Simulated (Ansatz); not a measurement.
With plane-wave PAW LDA (Ansatz code), TaAs in the tetragonal phase (I4_1md; Ta on 4a, As on 4a) relaxes to a = 3.405 Å, c = 11.511 Å. As has 6 nearest neighbours from 2.58 Å (trigonal prismatic). Its formation energy from the elements is -0.63 eV/atom, with no fitted shifts.

Electronic character: no gap, with almost no states at the Fermi level (zero-gap or semimetallic).

An equation-of-state fit gives a bulk modulus of 197 GPa.

The cell was relaxed with LDA under the symmetry of its start. No spin polarisation was allowed. A small band overlap can be real or an error of a semilocal functional. The references are the lowest solids computed at this level, not always the standard phases. Spin–orbit coupling is left out wherever it is not named.

Potentials: the earlier of the program's two PAW sets. The files were generated under PBE; for other functionals the program regenerates the frozen cores, and for LDA and PBEsol the local potential too.
